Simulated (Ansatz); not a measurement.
Si2Mo3:
```
CELL_PARAMETERS angstrom
      6.57406     0.00000     0.00000
      0.00000     6.57406     0.00000
      0.00000     0.00000     3.25405
ATOMIC_POSITIONS crystal
  Si 0.13342 0.63342 0.00000
  Si 0.86658 0.36658 0.00000
  Si 0.36658 0.13342 0.00000
  Si 0.63342 0.86658 0.00000
  Mo 0.50000 0.50000 0.00000
  Mo 0.00000 0.00000 0.00000
  Mo 0.66237 0.16237 0.50000
  Mo 0.33763 0.83763 0.50000
  Mo 0.83763 0.66237 0.50000
  Mo 0.16237 0.33763 0.50000
```

Relaxed with PBEsol. Special points in fractions of this cell's reciprocal vectors: Γ (0.000, 0.000, 0.000); X (0.000, 0.500, 0.000); M (0.500, 0.500, 0.000); Z (0.000, 0.000, 0.500); R (0.000, 0.500, 0.500); A (0.500, 0.500, 0.500).

Problem. List the band energies nearest the Fermi level at these points for PBEsol (plane waves, PAW; program Ansatz).

Solution. In eV from the Fermi level; about four levels below and three above (degenerate sets whole), none deeper than 8.9 eV; points with the same levels are listed once.

| k | below | above |
|---|---|---|
| Γ | -1.02 -0.84 -0.84 -0.42 | 0.02 0.14 0.14 |
| X | -0.76 -0.76 -0.54 -0.54 | 0.44 0.44 1.19 1.19 |
| M | -1.20 -1.20 -0.24 -0.24 | 0.05 0.05 0.06 0.06 |
| Z | -1.81 -1.81 -1.52 -1.40 -0.80 | 1.55 1.64 1.64 1.64 |
| R | -1.48 -1.48 -0.48 -0.48 | 0.00 0.00 0.57 0.57 |
| A | -2.45 -2.45 -0.30 -0.30 | 0.76 0.76 1.00 1.00 |

Space group P4/mbm. The first step of the workflow began from a Materials Project structure, measured or hypothetical; the Crystallography Open Database copy checked does not list it. Whether it is the stable phase at ambient conditions was not checked. The cell was relaxed with PBEsol under the symmetry of its start; whether a distortion lowers the energy is not shown. No spin polarisation was allowed. Scalar-relativistic: spin–orbit coupling is off unless named, which matters more the heavier the elements.

Potentials: the later of the program's two PAW sets.
